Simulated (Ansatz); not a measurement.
KI:
```
KI
1.0
    0.00000     3.50351     3.50351
    3.50351     0.00000     3.50351
    3.50351     3.50351     0.00000
K I
1 1
Direct
  0.00000   0.00000   0.00000
  0.50000   0.50000   0.50000
```

Relaxed with PBEsol.

Decompose the optical modes at the zone centre into irreducible representations, and say which are infrared and Raman allowed.

Point group m-3m: Γ_opt = T1u. Infrared: T1u. Raman: none.

Assign frequencies (DFPT, PBEsol in the plane-wave PAW code Ansatz; without the LO–TO term).

T1u 99 cm⁻¹.

Space group Fm-3m (rock salt). Symmetry was held in the PBEsol relaxation; of distortions, only those at the zone centre were tested. Scalar-relativistic: spin–orbit coupling is off unless named, which matters more the heavier the elements.

Potentials: the later of the program's two PAW sets.
